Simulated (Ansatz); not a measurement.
# What DFT gives for MgPd

```
Mg Pd
1.0
     3.19969    0.00000    0.00000
     0.00000    3.19969    0.00000
     0.00000    0.00000    3.19969
Mg Pd
1 1
Direct
  0.00000 0.00000 0.00000
  0.50000 0.50000 0.50000
```

The numbers come from plane-wave PAW DFT (Ansatz): r2SCAN, no spin polarisation, 500 eV, 11×11×11 Γ-centred k points, gaussian occupations (width 0.0731 eV). Nothing was relaxed.

Q: Are the atoms at rest?

A: The forces vanish by the symmetry of the sites.

Q: How is the charge shared?

A: Bader charges in e: Mg +1.58, Pd -1.58. In the mean Mg gives up most and Pd takes most.

Q: Is the cell too large or too small?

A: The pressure is -3.8 GPa (compression positive), so with the atoms held at these fractions the cell would first shrink.

Q: What happens at the Fermi level?

A: It is a metal, with about 0.77 states/eV a cell as the mean within 0.25 eV of the Fermi level.

Origin: a database entry at a rescaled volume.
